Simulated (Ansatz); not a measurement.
## Na (bcc, W type): energy against volume

Na (bcc, W type)

```cif
data_Na
_chemical_formula_sum 'Na1'
_space_group_name_H-M_alt 'P 1'
_space_group_IT_number 1
_cell_length_a 3.65633
_cell_length_b 3.65633
_cell_length_c 3.65633
_cell_angle_alpha 109.471
_cell_angle_beta 109.471
_cell_angle_gamma 109.471
loop_
_space_group_symop_operation_xyz
  'x, y, z'
loop_
_atom_site_label
_atom_site_type_symbol
_atom_site_fract_x
_atom_site_fract_y
_atom_site_fract_z
_atom_site_occupancy
Na1 Na 0.00000 0.00000 0.00000 1
```

Equation-of-state scan: isotropic scaling of the cell above, V₀ being its volume. Symmetry pins the atoms to their sites.

Method: r2SCAN (plane waves to 500 eV, PAW, scalar-relativistic; Ansatz, a program for electronic structure). k mesh 16×16×16 (Γ-centred), Fermi-Dirac smearing 0.05 eV. The energy includes the smearing's −TS. Stress and pressure are positive under compression. Na was relaxed with its symmetry unable to fall. ΔE is measured from the relaxed starting cell.

```json
[
 {"V (Å³/atom)": "33.866", "ΔE (meV/atom)": "11", "P (GPa)": "1.0"},
 {"V (Å³/atom)": "34.806", "ΔE (meV/atom)": "6", "P (GPa)": "0.7"},
 {"V (Å³/atom)": "35.747", "ΔE (meV/atom)": "3", "P (GPa)": "0.4"},
 {"V (Å³/atom)": "36.688", "ΔE (meV/atom)": "1", "P (GPa)": "0.2"},
 {"V (Å³/atom)": "37.628", "ΔE (meV/atom)": "0", "P (GPa)": "0.0"},
 {"V (Å³/atom)": "38.569", "ΔE (meV/atom)": "1", "P (GPa)": "-0.2"},
 {"V (Å³/atom)": "39.510", "ΔE (meV/atom)": "2", "P (GPa)": "-0.3"},
 {"V (Å³/atom)": "40.451", "ΔE (meV/atom)": "4", "P (GPa)": "-0.5"},
 {"V (Å³/atom)": "41.391", "ΔE (meV/atom)": "8", "P (GPa)": "-0.6"}
]
```

Summary:

```
Property                                                  Result
-------------------------------------------------  -------------
Pressure at the smallest volume                          1.0 GPa
Energy cost of the largest compression               11 meV/atom
Energy cost of the largest expansion                  8 meV/atom
Bulk modulus B₀ (third-order Birch-Murnaghan fit)        7.7 GPa
Pressure derivative B₀′ (fit)                                3.6
Equilibrium volume of the fit                      37.66 Å³/atom
Pressure for 5 % compression (fit)                       0.4 GPa
```

The 9 points together took very roughly 60 core-seconds.

(A scan under strain: stresses follow from slopes of the energy per volume, elastic moduli from its curvatures.)
